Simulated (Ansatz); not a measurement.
One stationary structure of ZrPbO₃. Space group Pnma (No. 62), AFLOW prototype AB3C_oP20_62_c_cd_a (as in CaTiO3). Method: PBEsol (plane waves to 420 eV, PAW, scalar-relativistic; Ansatz, a program for electronic structure).

```cif
data_O12Pb4Zr4
_chemical_formula_sum 'Pb4 Zr4 O12'
_space_group_name_H-M_alt 'Pnma'
_space_group_IT_number 62
_space_group_name_Hall '-P 2ac 2n'
_cell_length_a 5.82788
_cell_length_b 8.22093
_cell_length_c 5.81037
_cell_angle_alpha 90.000
_cell_angle_beta 90.000
_cell_angle_gamma 90.000
loop_
_atom_site_label
_atom_site_type_symbol
_atom_site_symmetry_multiplicity
_atom_site_Wyckoff_symbol
_atom_site_fract_x
_atom_site_fract_y
_atom_site_fract_z
_atom_site_occupancy
Pb1 Pb 4 c 0.02008 0.25000 0.49367 1
Zr1 Zr 4 a 0.00000 0.00000 0.00000 1
O1 O 4 c 0.01147 0.75000 0.07153 1
O2 O 8 d 0.28472 0.03768 0.21490 1
```

Question: What band gap does PBEsol give?

Answer: 2.61 eV, direct at Γ (no spin-orbit coupling).

No spin polarisation in the result. Without spin-orbit coupling the bands of the heavy element are not split, so the gap can be far off.

The run could not lose the symmetry of its start.

The first start was generated by placing the elements on the sites of a structure type. Materials Project lists a structure of ZrPbO3 in the same space group, Pnma (No. 62); the sites were not compared with it, nor with measured phases.
